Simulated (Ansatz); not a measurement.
In2Ag: hydrostatic pressure series

Method: DFT PBEsol, scalar-relativistic, plane waves, PAW in Ansatz. Settings: 420 eV cutoff, 8×8×8 k-mesh, Gaussian smearing of 0.10 eV, no spin polarisation.

The relaxed crystal:

```yaml
crystal:
  lattice:
    - [-3.39525, 3.39525, 2.83327]
    - [3.39525, -3.39525, 2.83327]
    - [3.39525, 3.39525, -2.83327]
  atoms:
    - { symbol: In, position: [0.15524, 0.65524, 0.81048] }
    - { symbol: In, position: [0.65524, 0.84476, 0.50000] }
    - { symbol: In, position: [0.84476, 0.34476, 0.18952] }
    - { symbol: In, position: [0.34476, 0.15524, 0.50000] }
    - { symbol: Ag, position: [0.75000, 0.75000, 0.00000] }
    - { symbol: Ag, position: [0.25000, 0.25000, 0.00000] }
```

Cell and atoms are relaxed at each pressure within the symmetry of the start, at zero temperature, so transitions that lower the symmetry aren't seen. The k-mesh given is that at zero pressure and may differ at others. a, b and c are the lengths of the cell vectors above.

Pressures computed: -1, 1, 4, 12, 25, 50, 90 GPa.

(1) At which pressure does the cell have a = 5.482, b = 5.482 and c = 5.482 Å?

Answers

(1) About 4 GPa, where V/V0 = 0.950.